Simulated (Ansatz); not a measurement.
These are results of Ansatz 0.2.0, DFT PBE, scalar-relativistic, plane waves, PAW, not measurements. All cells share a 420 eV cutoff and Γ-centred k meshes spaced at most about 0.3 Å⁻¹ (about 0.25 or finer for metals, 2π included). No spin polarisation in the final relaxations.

All energies are static (0 K, no zero-point motion).

Two relaxed structures of HfPb4O:

A.

```
CELL_PARAMETERS angstrom
0.00000 4.83139 4.83139
4.83139 0.00000 4.83139
4.83139 4.83139 0.00000
ATOMIC_POSITIONS crystal
Hf 0.00000 0.00000 0.00000
Pb 0.36655 0.36655 0.36655
Pb 0.90036 0.36655 0.36655
Pb 0.36655 0.36655 0.90036
Pb 0.36655 0.90036 0.36655
O 0.50000 0.50000 0.50000
```

B.

```
CELL_PARAMETERS angstrom
0.00000 4.37001 4.37001
4.37001 0.00000 4.37001
4.37001 4.37001 0.00000
ATOMIC_POSITIONS crystal
Hf 0.00000 0.00000 0.00000
Pb 0.87548 0.37484 0.37484
Pb 0.37484 0.37484 0.37484
Pb 0.37484 0.87548 0.37484
Pb 0.37484 0.37484 0.87548
O 0.75000 0.75000 0.75000
```

Task: Which would you expect to be lower, and how large is the difference?

Result: A is lower, by 97 meV/atom. A has space group F-43m (No. 216), 37.6 Å³/atom and no gap on its mesh; B has space group F-43m (No. 216), 27.8 Å³/atom and no gap. The shortest distance is 2.23 Å (Pb–O) in A and 3.09 Å (Pb–Pb) in B. The lower one is the more open, so pressure narrows the difference. Even the lower one lies +0.63 eV/atom against the reference forms of the elements (uncorrected), so neither is stable at this level. In A, Hf is surrounded by 12 Pb at 3.98 Å; Pb has 1 O at 2.23 Å, 3 Pb at 3.19 Å, 3 Pb at 3.65 Å and 3 Hf at 3.98 Å; O has 4 Pb at 2.23 Å. In B, Hf is surrounded by 12 Pb at 3.62 Å and 4 O at 3.78 Å; Pb is surrounded by 6 Pb at 3.09 Å, 3 Hf at 3.62 Å and 3 O at 3.62 Å; O has 12 Pb at 3.62 Å and 4 Hf at 3.78 Å (long contacts). Both come from invented guesses. A third cell relaxed alike, in P6/mmm, lies 240 meV/atom below the lower of the two.

These runs have no spin–orbit coupling, which can matter for Hf and Pb. Cells relaxed within their symmetry can be saddle points.
